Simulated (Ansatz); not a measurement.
Data:

Relaxed HfN (rock salt):

```
CELL_PARAMETERS angstrom
      0.00000     2.26297     2.26297
      2.26297     0.00000     2.26297
      2.26297     2.26297     0.00000
ATOMIC_POSITIONS crystal
  N  0.00000 0.00000 0.00000
  Hf 0.50000 0.50000 0.50000
```

In this cell atom 1 (N, nearest neighbour Hf at 2.263 Å; its periodic images, 3.2 Å or more away, move with it) is moved by s along Cartesian x, unit vector (1.000, 0.000, 0.000); all other atoms and the cell stay fixed.

Calculation: r2SCAN (plane waves to 500 eV, PAW, scalar-relativistic; Ansatz, a quantum-chemistry and plane-wave program). k mesh 14×14×14 (Γ-centred), Fermi-Dirac smearing 0.05 eV. The energy includes the smearing's −TS. Left out: 2 of 11 points, with atoms too close for the PAW data. With partly filled bands, energies and forces of such displacements shift with the k mesh and the smearing. HfN is run without spin polarisation. HfN was relaxed with its symmetry unable to fall. Spin-orbit coupling is left out, though Hf is heavy. The PAW data are Ansatz's earlier set. The zero of ΔE is the undisplaced structure.

The scan covers s from -0.360 to 0.360 Å in 9 points.

### Question
Is this a single well or a double well?

### Answer
A single well with its minimum at or next to zero displacement.

### Question
Is the energy the same for equal positive and negative displacements?

### Answer
Even: the same for both signs. With its periodic images moving along, the atom's site symmetry in this cell is m-3m.

### Question
What force acts on the atom along the line at s = -0.360 Å?

### Answer
5.13 eV/Å.

### Question
What is the force constant k = d²E/ds² of this move at s = 0?

### Answer
11.5 eV/Å².

### Question
With two atoms in the cell this is the zone-centre optical mode. What wavenumber follows?

### Answer
491 cm⁻¹.

(A displaced cell: forces are minus the slopes of the energy, force constants its curvatures, and phonons follow from these.)
